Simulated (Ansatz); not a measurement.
All numbers below come from Ansatz 0.2.0, DFT PBE, scalar-relativistic, plane waves, PAW. All cells share a 420 eV cutoff and Γ-centred k meshes spaced at most about 0.3 Å⁻¹ (2π included). No spin polarisation in the final relaxations.

All energies are static (0 K, no zero-point motion). All come from trial cells, and lower structures may exist.

**Question.** Order these relaxed structures of Li3IF2 by energy, lowest first, with the energy over the lowest of them.
1.

Space group P-62m (No. 189). a = 5.689 Å, b = 5.689 Å, c = 4.225 Å, α = 90.00°, β = 90.00°, γ = 120.00°
```
atom  site  symmetry       x       y       z
  Li    3f       m2m  0.6257  0.6257  0.0000
   I    1b      -62m  0.0000  0.0000  0.5000
   F    2c      -6.. 0.6667  0.3333  0.0000
```

2.

Space group P6/mmm (No. 191). a = 6.180 Å, b = 6.180 Å, c = 5.499 Å, α = 90.00°, β = 90.00°, γ = 120.00°
```tsv
atom	site	symmetry	x	y	z
Li	3g	mmm	0.5000	0.0000	0.5000
I	1b	6/mmm	0.0000	0.0000	0.5000
F	2d	-6m2	0.3333	0.6667	0.5000
```

**Answer.** 1 (0 meV/atom), 2 (55 meV/atom). Forms: 1 P-62m; 2 P6/mmm. Counting F or I atoms around Li (for each partner element, those within 1.25 times its shortest distance or 1.15 times the sum of covalent radii, where it is the nearest in units of that sum or under 1.3; a plus sign parts groups by distance over the sum of covalent radii): cell 1 has Li 2+2; cell 2 has Li 2+2.

Weakly bound directions are ill-defined at this level, which has no dispersion term (P6/mmm), and this can change margins and order among such cells. These runs have no spin–orbit coupling, which can matter for I. Cells relaxed within their symmetry can be saddle points. The P-62m cell of Li3IF2 came from shaking the P6/mmm one. Some candidate types were left out of the draw beforehand, so a known form may be missing.
